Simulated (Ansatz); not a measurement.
The start is a generated cell, AlNi placed in the AFLOW prototype AB_oI4_44_a_b (as in GaAs). The structure is fully relaxed (lattice and positions, P = 0) with PBE (plane waves to 420 eV, PAW, scalar-relativistic; Ansatz, a program for electronic structure). The first steps use a coarse 15×15×15 k-mesh.

Input geometry:
```
AlNi
1.0
   -2.22438     2.28475     1.22364
    2.22438    -2.28475     1.22364
    2.22438     2.28475    -1.22364
Ni Al
1 1
Direct
  0.00000   0.00000   0.00000
  0.57500   0.07500   0.50000
```
Spin-polarised start, with parallel moments on Ni.

How large is the pressure on the unrelaxed cell, and of which sign?

+13.5 GPa (positive: the cell is compressed).

What symmetry does the relaxed structure have?

The space group goes from Imm2 (No. 44) to Immm (No. 71), with 2 atoms in the primitive cell.

By how much does the energy per atom fall from start to end?

0.17 eV/atom.

How does the volume change?

+9.3 %, from 12.44 to 13.60 Å³/atom.

Is the relaxed structure metallic? Give its gap.

No gap (metallic).

Give the final cell and atomic positions.


Space group Immm (No. 71); a = 2.659 Å, b = 4.129 Å, c = 4.955 Å, α = β = γ = 90.00°

```
atom  site  symmetry       x       y       z
----  ----  --------  ------  ------  ------
Ni      2a       mmm  0.0000  0.0000  0.0000
Al      2c       mmm  0.0000  0.0000  0.5000
```
(The calculation used a cell of 2 atoms; values per cell refer to that cell.)

Final values are on a 19×19×19 k-mesh of the relaxed cell. No spin polarisation in the result: the starting moments vanished. A magnetic state may lie lower.

The run could not lower the symmetry of its start; a shaken copy of this end point relaxes with PBE to R-3m (No. 166), 0.21 eV/atom lower.

The relaxed structure here is a generated cell of AlNi: the first start was made by placing the elements on the sites of a structure type, and the end was not matched to a known phase here, so it may be hypothetical. Known forms of AlNi include space group No. 221.
